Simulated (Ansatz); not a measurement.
The start is a generated cell, Cu2O built in the AFLOW prototype AB2_hP6_194_c_ad (B8_2, as in InNi2). The structure is fully relaxed (lattice and positions, P = 0) with r2SCAN (plane waves to 500 eV, PAW, scalar-relativistic; Ansatz, a first-principles code). First-step values are on the input's coarse k-mesh.

Ansatz input (later rounds restart from its end on a renewed k-mesh):
Ansatz 0.2 input:
```yaml
crystal:
  lattice:
    - [3.6267381, 0, 0]
    - [-1.813369, 3.1408473, 0]
    - [0, 0, 4.4437505]
  atoms:
    - { symbol: O, position: [0.33333333, 0.66666667, 0.25] }
    - { symbol: O, position: [0.66666667, 0.33333333, 0.75] }
    - { symbol: Cu, position: [0, 0, 0] }
    - { symbol: Cu, position: [0, 0, 0.5] }
    - { symbol: Cu, position: [0.33333333, 0.66666667, 0.75] }
    - { symbol: Cu, position: [0.66666667, 0.33333333, 0.25] }
basis: { ecutwfc: 500, ecutrho_ratio: 4, xc_grid: 4, fft_grid_basis: typed }
kpoints: { mp_grid: { grid: [7, 7, 5] } }
hamiltonian:
  xc: r2scan
  dispersion: none
  pseudopotentials: { azcp: { folder: ./paw }, kind: paw }
scf: { occupations: { method: fermi_dirac, width: 0.05 } }
relax: { f_tol: 0.01, max_steps: 100, cell: { stress_tol: 0.02 } }
output: { forces: true, stress: true }
```

Task: How large is the pressure on the unrelaxed cell, and of which sign?

Result: +44 GPa (positive: the cell is compressed).

Task: How much energy is released per atom?

Result: 0.27 eV/atom.

Task: How does the volume per atom move from start to end?

Result: +29.3 %, from 8.44 to 10.91 Å³/atom.

Task: How do the shortest distances between atoms change?

Result: The closest pairs of elements (up to four, under 3.6 Å), start → end: Cu–O 2.09 → 1.98 Å; Cu–Cu 2.22 → 2.55 Å; O–O 3.05 → 3.42 Å.

Task: Is the relaxed structure metallic? Give its gap.

Result: No gap on the sampled points, where the bands overlap only slightly; such a result is sensitive to mesh and level.

The space group stays P6₃/mmc (No. 194) (the run could not lower it), with 6 atoms in the primitive cell. Final values are on a 16×16×7 k-mesh of the relaxed cell. No spin polarisation in the result. The d or f electrons are treated with no Hubbard U.

The run could not lose the symmetry of its start, so the end can be a saddle point.

All atoms sit on sites fixed by symmetry, so only the cell could relax.

The relaxed structure here is a generated cell of Cu2O: the first start was made by placing the elements on the sites of a structure type, and the end was not matched to a known phase here, so it may be hypothetical. Known forms of Cu2O include space group No. 224.
